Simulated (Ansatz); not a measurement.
ReW (L1₀ or tetragonal B2, P4/mmm) under volume change, the program Ansatz at the PBEsol level (PAW), shape and atoms relaxed at each volume.

```json
[
 {"V (Å³/atom)": "13.870", "E − E(relaxed) (meV/atom)": "155.4", "P (GPa)": "39.34"},
 {"V (Å³/atom)": "14.327", "E − E(relaxed) (meV/atom)": "65.4", "P (GPa)": "24.15"},
 {"V (Å³/atom)": "14.784", "E − E(relaxed) (meV/atom)": "15.5", "P (GPa)": "11.14"},
 {"V (Å³/atom)": "15.241", "E − E(relaxed) (meV/atom)": "0.0", "P (GPa)": "0.01"},
 {"V (Å³/atom)": "15.698", "E − E(relaxed) (meV/atom)": "13.9", "P (GPa)": "-9.52"},
 {"V (Å³/atom)": "16.156", "E − E(relaxed) (meV/atom)": "53.0", "P (GPa)": "-17.69"},
 {"V (Å³/atom)": "16.613", "E − E(relaxed) (meV/atom)": "113.7", "P (GPa)": "-24.65"}
]
```

Problem. What does a third-order Birch–Murnaghan fit give for V₀, B₀ and B′?

Solution. V₀ = 15.24 Å³/atom, B₀ = 343 GPa, B′ = 4.2.

A made-up cell: these elements were put on the sites of a structure type; neither database checked (COD, Materials Project) lists it. Whether it is the stable phase at ambient conditions was not checked. The PBEsol relaxation kept the symmetry of its start; its stability against distortions is not shown here. The run is not spin-polarised. Scalar-relativistic: spin–orbit coupling is off unless named, which matters more the heavier the elements.

Potentials: the earlier of the program's two PAW sets. The files were generated under PBE; for other functionals the program regenerates the frozen cores, and for LDA and PBEsol the local potential too.
